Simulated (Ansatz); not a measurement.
BP:
Space group P6₃mc (No. 186); a = 3.191 Å, b = 3.191 Å, c = 5.296 Å, α = 90.00°, β = 90.00°, γ = 120.00°

| atom | site | symmetry | x | y | z |
|---|---|---|---|---|---|
| B | 2b | 3m. | 0.3333 | 0.6667 | 0.0004 |
| P | 2b | 3m. | 0.3333 | 0.6667 | 0.3746 |

Relaxed with r²SCAN. r²SCAN (plane waves, PAW; program Ansatz) gives a gap of 1.19 eV.

Task: What gap does HSE06 give on the same cell (Ansatz, PAW)?

Result: 1.70 eV, 0.51 eV more. The hybrid was solved on a coarser mesh and at special points; its gap is the smallest among all of these.

```json
[
 {"k": "Γ", "v1 r²SCAN": "0.00", "c1 r²SCAN": "2.90", "v1 HSE06": "?", "c1 HSE06": "?"},
 {"k": "A", "v1 r²SCAN": "-1.37", "c1 r²SCAN": "4.01", "v1 HSE06": "?", "c1 HSE06": "?"},
 {"k": "K", "v1 r²SCAN": "-5.06", "c1 r²SCAN": "1.19", "v1 HSE06": "-5.26", "c1 HSE06": "1.70"},
 {"k": "H", "v1 r²SCAN": "-3.04", "c1 r²SCAN": "3.40", "v1 HSE06": "-3.13", "c1 HSE06": "4.01"},
 {"k": "M", "v1 r²SCAN": "-2.21", "c1 r²SCAN": "1.37", "v1 HSE06": "?", "c1 HSE06": "?"},
 {"k": "L", "v1 r²SCAN": "-3.54", "c1 r²SCAN": "2.39", "v1 HSE06": "?", "c1 HSE06": "?"}
]
```

Task: Top valence (v1) and lowest conduction level (c1) in eV from each method's valence maximum (which need not be a listed point): supply the withheld HSE06 values.

Result: 
- Γ, v1 HSE06: 0.00
- Γ, c1 HSE06: 3.62
- M, v1 HSE06: -2.28
- M, c1 HSE06: 1.90
- A, v1 HSE06: -1.41
- A, c1 HSE06: 4.63
- L, v1 HSE06: -3.66
- L, c1 HSE06: 2.96

Cost on shared cores: the r²SCAN run (SCF on a 10×10×5 mesh, then bands and DOS) roughly 18 core-seconds, the HSE06 run (SCF on 7×7×4, then a few points) about 50 core-seconds (a rough figure); the tasks are unlike.

Space group P6_3mc (wurtzite). The workflow started from a Materials Project entry (that database holds measured and hypothetical structures alike); the Crystallography Open Database copy checked does not list it. It is not the phase usual at ambient conditions (space group No. 216). Symmetry was held in the r²SCAN relaxation; its stability against distortions is not shown here.

Potentials: the later of the program's two PAW sets.
